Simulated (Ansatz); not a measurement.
AgI:
```yaml
crystal:
  lattice:
    - [4.68044, 0.00000, 0.00000]
    - [-2.34022, 4.05338, 0.00000]
    - [0.00000, 0.00000, 7.64668]
  atoms:
    - { symbol: Ag, position: [0.33333, 0.66667, 0.00244] }
    - { symbol: Ag, position: [0.66667, 0.33333, 0.50244] }
    - { symbol: I, position: [0.33333, 0.66667, 0.37746] }
    - { symbol: I, position: [0.66667, 0.33333, 0.87746] }
```

Relaxed with HSE06.

Task: Give the Bader charges and basin volumes of the independent atoms, DFT-HSE06 in the program Ansatz with PAW potentials.

Result: 

| atom | Bader charge (e) | Bader volume (Å³) |
|---|---|---|
| Ag1 | +0.36 | 25.7 |
| I3 | -0.36 | 44.9 |

Space group P6_3mc (wurtzite). The cell was relaxed with HSE06 under the symmetry of its start. No spin polarisation was allowed. Scalar-relativistic: spin–orbit coupling is off unless named, which matters more the heavier the elements.

Potentials: the earlier of the program's two PAW sets. The files were generated under PBE; for other functionals the program regenerates the frozen cores, and for LDA and PBEsol the local potential too.
